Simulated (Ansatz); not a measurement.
**In, omega (AlB2-type): geometry optimisation**

These are results of DFT, r2SCAN, plane waves (500 eV) with PAW, scalar-relativistic in Ansatz, not measurements. (PAW data from PBE, frozen cores regenerated.)

k-point mesh 7×7×10, Fermi-Dirac smearing 0.1 eV, no spin polarisation. Cell and atoms relax.

Starting structure:

```yaml
crystal:
  lattice:
    - [5.2864609513, 0.0, 0.0]
    - [-2.6432304757, 4.57820948, 0.0]
    - [0.0, 0.0, 3.2406005632]
  atoms:
    - { symbol: In, position: [0.0, 0.0, 0.0] }
    - { symbol: In, position: [0.3333333333, 0.6666666667, 0.5] }
    - { symbol: In, position: [0.6666666667, 0.3333333333, 0.5] }
hamiltonian:
  xc: r2scan
  pseudopotentials:
    kind: paw
    azcp:
      In: "pseudopotentials/In.paw.azcp"
basis:
  ecutwfc: 500
  fft_grid_basis: typed
kpoints:
  mp_grid: { grid: [7, 7, 10], shift: [0, 0, 0] }
magnetization:
  spin_polarized: false
scf:
  occupations: { method: fermi_dirac, width: 0.1 }
relax:
  max_steps: 60
  f_tol: 0.01
  cell: {}
```

Question: What cell does the relaxation end in?

Answer: P6/mmm with a = 5.312 Å, c = 3.286 Å (c/a = 0.619); 26.76 Å³ per atom against 26.14 at the start (2.4 %).

Question: How much energy does the relaxation gain?

Answer: 2.0 meV per atom.

Path of the relaxation (the plane waves are chosen anew near the end, which can shift the energy a little):

```json
{"step": "0", "E − E(final) (meV/atom)": "2.05", "V (Å³/atom)": "26.144", "P (GPa)": "0.96", "max force (eV/Å)": "0.000"}
{"step": "1", "E − E(final) (meV/atom)": "0.14", "V (Å³/atom)": "26.772", "P (GPa)": "-0.04", "max force (eV/Å)": "0.000"}
{"step": "2", "E − E(final) (meV/atom)": "0.08", "V (Å³/atom)": "26.762", "P (GPa)": "-0.01", "max force (eV/Å)": "0.000"}
{"step": "3", "E − E(final) (meV/atom)": "0.00", "V (Å³/atom)": "26.762", "P (GPa)": "-0.01", "max force (eV/Å)": "0.000"}
```
